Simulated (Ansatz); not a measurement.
V3Ga (A15 (Cr3Si type), space group No. 223), a = 4.7224 Å, b = 4.7224 Å, c = 4.7224 Å, α = 90.00°, β = 90.00°, γ = 90.00°.

This is the PBEsol-relaxed structure.

Problem. All from DFT-PBEsol in the program Ansatz with PAW potentials, unless another level is named. Predict the formation energy from the elements (no fitted shifts).

Solution. -0.20 eV/atom.

Problem. Give the density of states at the Fermi level.

Solution. 2.3 states/eV per atom (mean over ±0.08 eV).

Space group Pm-3n (A15 (Cr3Si type)). The first step of the workflow began from a Materials Project structure, measured or hypothetical; the Crystallography Open Database copy checked does not list it. Whether it is the stable phase at ambient conditions was not checked. The PBEsol relaxation kept the symmetry of its start; whether a distortion lowers the energy is not shown. The workflow began spin-polarised and lost its moments. The references are the lowest solids computed at this level, not always the standard phases. Scalar-relativistic: spin–orbit coupling is off unless named, which matters more the heavier the elements.

Potentials: the later of the program's two PAW sets.
